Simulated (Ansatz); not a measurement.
CdS in space group P6_3mc (No. 186; Pearson symbol hP12), a = 4.072 Å, b = 4.072 Å, c = 19.931 Å, α = 90.00°, β = 90.00°, γ = 120.00°.

This is the LDA-relaxed structure.

Problem. All from LDA (plane waves, PAW; program Ansatz), unless another level is named. Predict the zero-point energy.

Solution. 33.5 meV/atom.

Problem. And the bulk modulus (Birch–Murnaghan fit)?

Solution. 67.9 GPa.

The cell is a constructed one: a structure type filled with these elements. Its sites differ from those of the usual phase in this space group: another stacking or structure type. Symmetry was held in the LDA relaxation; its stability against distortions is not shown here.

Potentials: the later of the program's two PAW sets.
